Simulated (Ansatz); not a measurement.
Input and command of a plane-wave DFT calculation in Ansatz:

```yaml
crystal:
  lattice:
    - [5.2821, 0.0, 0.0]
    - [0.0, 5.2821, 0.0]
    - [0.0, 0.0, 5.2821]
  atoms:
    - { symbol: Nb, position: [0.25, 0.0, 0.5] }
    - { symbol: Nb, position: [0.5, 0.75, 0.0] }
    - { symbol: Nb, position: [0.75, 0.0, 0.5] }
    - { symbol: Nb, position: [0.5, 0.25, 0.0] }
    - { symbol: Nb, position: [0.0, 0.5, 0.75] }
    - { symbol: Nb, position: [0.0, 0.5, 0.25] }
    - { symbol: Sn, position: [0.0, 0.0, 0.0] }
    - { symbol: Sn, position: [0.5, 0.5, 0.5] }
basis:
  ecutwfc: 420
kpoints:
  mp_grid: { grid: [8, 8, 8] }
hamiltonian:
  xc: pbe
scf:
  occupations: { method: gaussian, width: 0.1 }
output:
  forces: true
  stress: true
  eigenvalues: true
  write_density: true
  write_potential: true
  elf: true
  volumetric_format: npy
relax:
  adjacent_minimum: "off"
  f_tol: 0.005
  max_steps: 80
  cell: { stress_tol: 0.05 }
```

```bash
ansatz run input.yaml --threads 2 --pin off --max-ram 5120MiB --backend cpu --events-out ev --progress --plain --runs-dir out
```

Processor: Arm Neoverse V1, 2 threads, on a host shared with other jobs.

**Question.** Estimate time, memory and problem size.

**Answer.** About 59 s on 2 threads of Arm Neoverse V1 (shared host), peak memory 0.61 GiB. It solves 64 bands at 35 k points (the mesh reduced by the symmetry that the task leaves, which can be less than the crystal's) with about 2945 plane waves (on the last cell), in 34 SCF iterations over 5 ionic steps.
